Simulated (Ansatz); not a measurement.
Nb2Pd:
```
Nb2Pd
1.0
    0.00000     2.13752     6.52627
    1.80392     0.00000     6.52627
    1.80392     2.13752     0.00000
Nb Pd
2 1
Direct
  0.33756   0.33756   0.66244
  0.66244   0.66244   0.33756
  0.00000   0.00000   0.00000
```

Relaxed with r²SCAN. Special points in fractions of this cell's reciprocal vectors: Γ (0.000, 0.000, 0.000); Y (0.500, 0.000, 0.500); T (1.000, 0.500, 0.500); Z (0.500, 0.500, 0.000); Σ0 (0.000, 0.447, 0.447); U0 (1.000, 0.553, 0.553); C0 (0.500, 0.091, 0.591); A0 (0.500, 0.909, 0.409); L (0.500, 0.500, 0.500).

List the band energies nearest the Fermi level at these points for r²SCAN in the plane-wave PAW code Ansatz.

In eV from the Fermi level; about four levels below and three above (degenerate sets whole), none deeper than 8.9 eV; points with the same levels are listed once.

```tsv
k	below	above
Γ	-2.23 -1.76 -1.26 -1.20	0.61 0.95 2.18
Y	-3.10 -0.96 -0.54 -0.26	1.06 2.71 2.82
T	-1.46 -1.13 -0.70 -0.54	2.70 3.58 3.79
Z	-2.22 -1.95 -1.51 -1.35	0.43 1.34 2.50
Σ0	-2.06 -1.44 -1.34 -0.97	0.04 2.60 3.51
C0	-3.02 -1.19 -1.00 -0.89	0.34 2.41 2.83
L	-1.69 -1.51 -0.77 -0.76	1.46 1.47 2.34
```

Space group Fmmm. The first step of the workflow began from a Materials Project structure, measured or hypothetical; the Crystallography Open Database copy checked does not list it. With Nb and Pd taken as one species the cell has the higher symmetry I4/mmm, so it may be an ordered model of a mixed-site phase. Its standing as an ambient phase is unchecked. The cell was relaxed with r²SCAN under the symmetry of its start; its stability against distortions is not shown here. The run is not spin-polarised. Spin–orbit coupling is left out wherever it is not named.

Potentials: the later of the program's two PAW sets.
